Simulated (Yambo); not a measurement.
Yambo run on a free-standing CdClOH monolayer (symmetry P3m1, slab cell 16.5 Å high). The wavefunctions come from this Quantum ESPRESSO step (PBEsol, PseudoDojo standard norm-conserving files, scalar-relativistic):

```
&CONTROL
  calculation = 'nscf'
  pseudo_dir = './pseudo'
  outdir = './out'
/
&SYSTEM
  ibrav = 0
  nat = 4
  ntyp = 4
  ecutwfc = 102.0
  ecutrho = 408.0
  occupations = 'fixed'
  force_symmorphic = .true.
  nbnd = 101
  assume_isolated = '2D'
/
&ELECTRONS
  conv_thr = 4e-09
  diago_full_acc = .true.
  diago_thr_init = 1e-08
/
ATOMIC_SPECIES
H 1.0080 H.upf
O 15.9990 O.upf
Cl 35.4500 Cl.upf
Cd 112.4140 Cd.upf
CELL_PARAMETERS angstrom
  3.645970333202   0.000000000000   0.000000000000
 -1.822985166601   3.157502929997   0.000000000000
  0.000000000000   0.000000000000  16.500000000000
ATOMIC_POSITIONS crystal
H   0.000000000000   0.000000000000   0.106317471600
O   0.000000000000   0.000000000000   0.047638904500
Cl   0.333333333333   0.666666666667  -0.106317471600
Cd   0.666666666667   0.333333333333  -0.014919954500
K_POINTS automatic
6 6 1 0 0 0
```

Yambo input:

```
rim_cut
gw0
dyson
el_el_corr
HF_and_locXC
ppa
em1d
rim_w
RandQpts= 1000000
RandGvec= 2 Ry
CUTGeo= "slab z"
EXXRLvcs= 102 Ry
VXCRLvcs= 408 Ry
Chimod= "HARTREE"
% BndsRnXp
 5 | 100 |
%
NGsBlkXp= 6 Ry
% LongDrXp
 1.0 | 1.0 | 0.0 |
%
RandGvecW= 1000 mRy
PPAPntXp= 27.2114 eV
% GbndRnge
 1 | 100 |
%
GTermKind= "BG"
DysSolver= "n"
ExtendOut
% QPkrange
 1 | 1 | 17 | 18 |
 4 | 4 | 17 | 18 |
 7 | 7 | 17 | 18 |
%
```

k points by index: 1 = Γ, 4 = M, 7 = K.

Resulting energies as the program prints them:

```
#    K-point    Band    Eo [eV]    E [eV]    E-Eo [eV]    Vxc [eV]    Vnlxc [eV]    Sc|Eo [eV]    Sc|E [eV]    dSc/dw|Eo [eV]    Re(Z)    Im(Z)
#
    1    17    0.000000    -1.648492    -1.648492    -16.80571    -21.31639    2.477609    2.862195    -6.347787    0.810845    -0.001400
    1    18    2.477657    3.564899    1.087242    -8.388315    -5.178735    -1.969188    -2.122338    -3.832709    0.876539    -0.001062
    4    17    -0.175427    -1.786451    -1.611025    -17.51121    -22.28896    2.781026    3.166735    -6.514320    0.806841    -0.001438
    4    18    5.135109    6.981435    1.846325    -12.29386    -7.560895    -2.567725    -2.886635    -4.699821    0.852720    -0.001234
    7    17    -0.324287    -1.979628    -1.655341    -17.35901    -22.21987    2.809460    3.205519    -6.510053    0.806944    -0.001441
    7    18    5.928472    8.122998    2.194527    -15.01704    -9.650213    -2.742119    -3.172297    -5.333795    0.836109    -0.001180
```
(The two width columns are left out.) Convergence of these settings isn't established.

Spin-orbit coupling is not included.

Geometry relaxed with PBEsol.

This is a model layer cut from the bulk structure; whether it is stable on its own was not checked.
